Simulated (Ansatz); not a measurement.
**Rh: clamped-ion strain scan**

All numbers below come from DFT PBE, scalar-relativistic, plane waves, PAW (Ansatz 0.2.0). Cutoff 420 eV, Γ-centred 22×22×22 k-points, Gaussian smearing of 0.15 eV. No spin polarisation. Energies are free energies at this smearing, counted from the undisturbed cell; pressure is positive in compression.

Reference structure (as given, not relaxed at this level; it stands at 5.8 GPa):

```
Rh
1.0
     0.00000    1.90155    1.90155
     1.90155    0.00000    1.90155
     1.90155    1.90155    0.00000
Rh
1
Direct
  0.00000 0.00000 0.00000
```

The cell is strained by ε times the Voigt pattern (0, 0, 0, 1, 0, 0) (xx, yy, zz, yz, xz, xy; engineering shear) with fractional coordinates fixed. The cell is metallic on the mesh throughout.

```
      ε  ΔE (meV/atom)
-0.0200            3.6
-0.0100            0.9
 0.0000            0.0
 0.0150            2.0
```

(1) Predict the pressure (GPa) at each point.

Answers

(1)
```tsv
ε	pressure (GPa)
-0.0200	6.0
-0.0100	5.9
0.0000	5.8
0.0150	5.9
```